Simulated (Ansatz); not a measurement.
# CdI2-type RuCl2

The computed numbers are results of PBE, scalar-relativistic (no spin polarisation) in the plane-wave PAW code Ansatz at 420 eV, Γ-centred 12×12×6 mesh, 0.05 eV Gaussian smearing. The datasets are Ansatz's generated set soft_2.

```
CELL_PARAMETERS angstrom
3.59915 0.00000 0.00000
-1.79957 3.11695 0.00000
0.00000 0.00000 6.34227
ATOMIC_POSITIONS crystal
Ru 0.00000 0.00000 0.00000
Cl 0.33333 0.66667 0.19273
Cl 0.66667 0.33333 0.80727
```

This is a trial structure made by placing the elements on a prototype's sites, so it needn't be the stable form.

Cell and atoms are those of this level's equilibrium.

The cell has space group P-3m1 (read at 0.01 Å). In it the stress is 0.00, 0.00, 0.00, 0.00, 0.00, 0.00 GPa and the largest force component 0.000 eV/Å. Each change below starts from this cell, without further relaxation. Stress is in GPa, positive in compression, in the order xx, yy, zz, yz, xz, xy; energies are counted from the cell above.

Problem. What happens when atom 2 (Cl) is moved by 0.08 Å along z?

Solution. The energy changes by 18.3 meV per cell, and the force on it along the shift is -0.434 eV/Å (−F/u = 5.43 eV/Å²). Stress: -1.45, -1.45, -1.91, 0.00, 0.00, 0.00. The gap on the mesh goes from 1.07 eV to 1.05 eV.
```
atom  Fx (eV/Å)     Fy      Fz
 Ru1      0.000  0.000   0.190
 Cl2      0.000  0.000  -0.434
 Cl3      0.000  0.000   0.245
```
In a harmonic crystal the energy would rise by −½F·u = ½ × 5.43 × 0.08² eV = 17.4 meV, close to the run's value; the rest is anharmonic or numerical.

Problem. One atom was moved along a Cartesian axis, and these forces appeared. Which atom, and about how far?
```
atom  Fx (eV/Å)      Fy      Fz
 Ru1      0.113  -0.002   0.004
 Cl2      0.019   0.000   0.000
 Cl3     -0.132   0.002  -0.004
```

Solution. Atom 3 (Cl) is moved by 0.02 Å along x; the energy changes by 1.3 meV per cell.

Problem. A single strain component, atoms carried along, gave the stress 1.08, 3.35, 1.04, 0.66, 0.00, 0.00. Which component, and about how large?

Solution. An engineering strain of -2 % in yy; the energy changes by 14.5 meV per cell.

Problem. What stress follows from an engineering strain of 2 % in zz, atoms carried along?

Solution. -0.88, -0.88, -1.23, 0.00, 0.00, 0.00 GPa; the energy changes by 5.5 meV per cell.
```tsv
atom	Fx (eV/Å)	Fy	Fz
Ru1	0.000	0.000	0.000
Cl2	0.000	0.000	-0.220
Cl3	0.000	0.000	0.220
```
The change of the stress over the strain gives a clamped-atom stiffness of about 62 GPa for this component, a secant value that lies under the elastic constant in tension and over it in compression, by several per cent for each per cent of strain.
In a harmonic crystal the energy would rise by V(½Cε² − σ₀ε), with σ₀ the stress of the unstrained cell, = 5.5 meV, which matches.

Problem. All atoms and the cell are disturbed at random:
```xyz
3
Lattice="3.5532 -0.0372 -0.0024 -1.8088 3.1268 0.0063 -0.0042 0.0104 6.3143" Properties=species:S:1:pos:R:3 pbc="T T T"
Ru   -0.0090   -0.0901    0.0107
Cl    0.0264    2.1470    1.1621
Cl    1.7227    1.0431    5.1454
```
Give the energy change, the stress and the forces.

Solution. 241.7 meV per cell; stress 6.95, 4.71, 5.34, -1.75, -3.42, 2.85 GPa. The gap on the mesh goes from 1.07 eV to 1.02 eV.
```tsv
atom	Fx (eV/Å)	Fy	Fz
Ru1	0.579	1.866	-0.412
Cl2	-0.933	-1.275	1.211
Cl3	0.354	-0.591	-0.799
```

Problem. All atoms and the cell are disturbed at random:
```xyz
3
Lattice="3.5894 -0.0249 -0.0276 -1.8163 3.1649 0.0115 -0.0487 -0.0046 6.3260" Properties=species:S:1:pos:R:3 pbc="T T T"
Ru    0.0532    0.0583   -0.0739
Cl   -0.0427    2.0334    1.2823
Cl    1.7140    1.0437    5.1015
```
Give the energy change, the stress and the forces.

Solution. 120.5 meV per cell; stress -1.24, -1.25, -0.35, 0.51, -0.88, 0.97 GPa. The gap on the mesh goes from 1.07 eV to 1.01 eV.
```
atom  Fx (eV/Å)      Fy      Fz
 Ru1     -0.873  -0.859   0.662
 Cl2      0.238   0.486  -0.369
 Cl3      0.635   0.373  -0.293
```

Semilocal functionals underestimate band gaps, commonly by a third or more. The structure is built of weakly bound layers, and this functional has no dispersion term, so their spacing and all that hangs on it (volume, the soft elastic constants, low modes, dielectric constants) are poorly given.
